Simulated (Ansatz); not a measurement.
Rb2NiF6 (space group Fm-3m)

```xyz
9
Lattice="0.0000 4.2106 4.2106 4.2106 0.0000 4.2106 4.2106 4.2106 0.0000" Properties=species:S:1:pos:R:3 pbc="T T T"
Rb     6.3159     6.3159     6.3159
Rb     2.1053     2.1053     2.1053
Ni     0.0000     0.0000     0.0000
F      4.2106     6.6363     4.2106
F      4.2106     1.7849     4.2106
F      1.7849     4.2106     4.2106
F      6.6363     4.2106     4.2106
F      4.2106     4.2106     6.6363
F      4.2106     4.2106     1.7849
```

The slice is a {111} plane (indices of the conventional cell) through the point (0.788, 0.212, 0.788) (fractional), spanned by u = [100] and v = [-1 2 0] in vectors of this cell: u (5.95 Å) and v (10.31 Å, at 90° to u). It covers one period; positions are fractions (u, v).

Level of theory: PBEsol (plane waves to 420 eV, PAW, scalar-relativistic; Ansatz, a program for electronic structure). k mesh 7×7×7. Inside the PAW spheres the values are not all-electron values, and peaks at nuclei hang on which shells count as valence. Rb2NiF6 is run without spin polarisation and with no Hubbard U. Rb2NiF6 was relaxed with its symmetry unable to fall.

**Question.** Sketch the electron localisation function (ELF) on this plane as a map.

**Answer.** 
```
v \ u  0.00  0.14  0.29  0.43  0.57  0.71  0.86
-----  ----  ----  ----  ----  ----  ----  ----
0.92   0.61  0.09  0.09  0.62  0.08  0.04  0.10
0.83   0.03  0.77  0.77  0.03  0.72  0.88  0.69
0.75   0.03  0.83  0.83  0.03  0.88     x  0.87
0.67   0.01  0.12  0.11  0.01  0.36  0.83  0.32
0.58   0.59  0.01  0.02  0.61  0.58  0.02  0.60
0.50   0.80  0.14  0.17  0.79  0.74  0.06     x
0.42   0.54  0.02  0.02  0.56  0.28  0.11  0.32
0.33   0.07  0.88  0.87  0.05  0.45  0.74  0.41
0.25   0.40  0.68  0.72  0.33  0.67     x  0.63
0.17   0.03  0.76  0.75  0.03  0.02  0.20  0.01
0.08   0.73  0.10  0.12  0.73  0.23  0.00  0.25
0.00      x  0.49  0.55     x  0.68  0.00  0.71
```

Values: electron localisation function (ELF). Points within 0.4 Å of a nucleus are blanked (x), as the pseudised field means little there.
